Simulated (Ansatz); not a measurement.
# AlP, first-principles data

AlP:
```cif
data_Al3P3
_chemical_formula_sum 'Al3 P3'
_space_group_name_H-M_alt 'P 1'
_space_group_IT_number 1
_cell_length_a 3.85090
_cell_length_b 3.85090
_cell_length_c 8.68955
_cell_angle_alpha 90.000
_cell_angle_beta 90.000
_cell_angle_gamma 120.000
loop_
_space_group_symop_operation_xyz
  'x, y, z'
loop_
_atom_site_label
_atom_site_type_symbol
_atom_site_fract_x
_atom_site_fract_y
_atom_site_fract_z
_atom_site_occupancy
Al1 Al 0.00000 0.49990 0.66667 1
Al2 Al 0.50010 0.50010 0.00000 1
Al3 Al 0.49990 0.00000 0.33333 1
P1 P 0.00000 0.49994 0.16667 1
P2 P 0.50006 0.50006 0.50000 1
P3 P 0.49994 0.00000 0.83333 1
```

Space group P6_422 (No. 181); conventional cell a = b = 3.8509 Å, c = 8.6895 Å, α = β = 90.00°, γ = 120.00°.

Method: PBE in the plane-wave PAW code Ansatz. The cell and atoms are relaxed at this level. Other levels are named where they apply.

Cell and energy:

```
Quantity                                                      Result
-----------------------------------------------------  -------------
Volume per atom                                             18.60 Å³
Density                                                   2.59 g/cm³
Formation energy from the elements (no fitted shifts)  -0.42 eV/atom
```

Electronic structure:

```
Item                                                                      Value
----------------------------------------  -------------------------------------
Band gap                                                     0.95 eV (indirect)
Valence-band maximum                                                       at Γ
Conduction-band minimum                             at M (3 equivalent valleys)
Smallest direct gap on the standard path                                2.03 eV
Electron effective mass                   0.15, 0.41, 1.4 mₑ (principal values)
Hole effective mass                        0.15, 7.4, 7.4 mₑ (principal values)
```

Mechanics:

```
Quantity                               Value
----------------------------------  --------
Bulk modulus (Birch–Murnaghan fit)  90.3 GPa
Pressure derivative B′                   4.2
```

The start of the workflow was typed in or built on a structure type; neither database checked (COD, Materials Project) lists it. It is not the phase usual at ambient conditions (space group No. 216). Symmetry was held in the PBE relaxation; whether a distortion lowers the energy is not shown. Point labels and valley counts follow the cell and symmetry of the run, lower than the named group. The references are the lowest solids computed at this level, not always the standard phases.

Potentials: the later of the program's two PAW sets.
